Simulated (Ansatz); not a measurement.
ScAg₄:
```cif
data_Ag8Sc2
_chemical_formula_sum 'Ag8 Sc2'
_space_group_name_H-M_alt 'I4/m'
_space_group_IT_number 87
_space_group_name_Hall '-I 4'
_cell_length_a 6.52569
_cell_length_b 6.52569
_cell_length_c 4.03456
_cell_angle_alpha 90.000
_cell_angle_beta 90.000
_cell_angle_gamma 90.000
loop_
_atom_site_label
_atom_site_type_symbol
_atom_site_symmetry_multiplicity
_atom_site_Wyckoff_symbol
_atom_site_fract_x
_atom_site_fract_y
_atom_site_fract_z
_atom_site_occupancy
Ag1 Ag 8 h 0.19939 0.40040 0.00000 1
Sc1 Sc 2 a 0.00000 0.00000 0.00000 1
```
(The calculation used a cell of 5 atoms; values per cell refer to that cell.)

Relaxed at zero pressure with plane-wave PAW PBEsol (Ansatz code).

**Question.** The volume is lowered by 9 % and shape and atoms relax at that volume. What pressure results, and how do the axes share the change?

**Answer.** 13.6 GPa; a -3.2 %, b -3.2 %, c -3.0 %; the energy rises by 60 meV/atom.

**Question.** Give the new structure.

**Answer.** 
Space group I4/m (No. 87); a = 6.3196 Å, b = 6.3196 Å, c = 3.9149 Å, α = 90.00°, β = 90.00°, γ = 90.00°

```tsv
atom	site	symmetry	x	y	z
Ag	8h	m..	0.1995	0.4000	0.0000
Sc	2a	4/m..	0.0000	0.0000	0.0000
```

The phase is kept; no other phase was compared at this pressure.

The workflow started from an entry of the Crystallography Open Database (COD). Its standing as an ambient phase is unchecked. The cell was relaxed with PBEsol under the symmetry of its start; of distortions, only those at the zone centre were tested. The run is not spin-polarised. Axis ratios of metals converge slowly with the k-mesh, so a and c are less sure than the volume.

Potentials: the later of the program's two PAW sets.
